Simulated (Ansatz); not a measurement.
GaN in space group P4_2/mnm (No. 136; Ga on 4g, N on 4f), the program Ansatz at the r²SCAN level (PAW). The conduction-band minimum lies at Γ, with 1 equivalent valley. Second derivatives d²E/dk² of the lowest band at one valley (eV·Å²), along Cartesian directions:

| direction | d²E/dk² |
|---|---|
| [100] | 39.96 |
| [010] | 39.96 |
| [001] | 40.28 |
| [110] | 39.96 |
| [101] | 40.13 |
| [011] | 40.13 |

Problem. Find the principal effective masses, the density-of-states mass and the conductivity mass.

Solution. Off-diagonal terms follow from H_xy = H[110] − (H_xx + H_yy)/2, and m*/mₑ = 7.620 eV·Å² over each eigenvalue: 0.19, 0.19, 0.19. One valley's DOS mass (m₁m₂m₃)^(1/3) = 0.19, conductivity mass 3/(Σ 1/mᵢ) = 0.19 mₑ.

Problem. What effective density of states Nc follows at 300 K for parabolic valleys?

Solution. Nc = 2.509e19 × 1 × (0.19)^(3/2) ≈ 2.1e18 cm⁻³.

The start of the workflow was typed in or built on a structure type; neither database checked (COD, Materials Project) lists it. It is not the phase usual at ambient conditions (space group No. 186, 216). Symmetry was held in the r²SCAN relaxation; whether a distortion lowers the energy is not shown. Spin–orbit coupling is left out wherever it is not named.

Potentials: the later of the program's two PAW sets.

Edges and masses are those of Kohn–Sham bands, whose gap is no quasiparticle gap.
